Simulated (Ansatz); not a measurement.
ScRhN2:
```yaml
crystal:
  lattice:
    - [1.62527, 0.93835, 5.86753]
    - [-1.62527, 0.93835, 5.86753]
    - [0.00000, -1.87670, 5.86753]
  atoms:
    - { symbol: Sc, position: [0.50000, 0.50000, 0.50000] }
    - { symbol: Rh, position: [0.00000, 0.00000, 0.00000] }
    - { symbol: N, position: [0.89600, 0.89600, 0.89600] }
    - { symbol: N, position: [0.10400, 0.10400, 0.10400] }
```
The run is spin-polarised; directions of the spins, atom by atom: 0 ↑ 0 0.

Relaxed with r²SCAN.

Task: Give the Bader charges and basin volumes of the independent atoms, r²SCAN in the plane-wave PAW code Ansatz.

Result: 

| atom | Bader charge (e) | Bader volume (Å³) |
|---|---|---|
| Sc1 | +1.93 | 8.6 |
| Rh2 | +0.71 | 18.4 |
| N3 | -1.32 | 13.3 |

Space group R-3m. The start of the workflow was typed in or built on a structure type; neither database checked (COD, Materials Project) lists it. Its standing as an ambient phase is unchecked. The r²SCAN relaxation kept the symmetry of its start; its stability against distortions is not shown here. Spin order of the final state: ferromagnetic, the only order run, not a proven ground state. Other orbital occupations within this spin state were not tried. No Hubbard U is applied.

Potentials: the later of the program's two PAW sets.
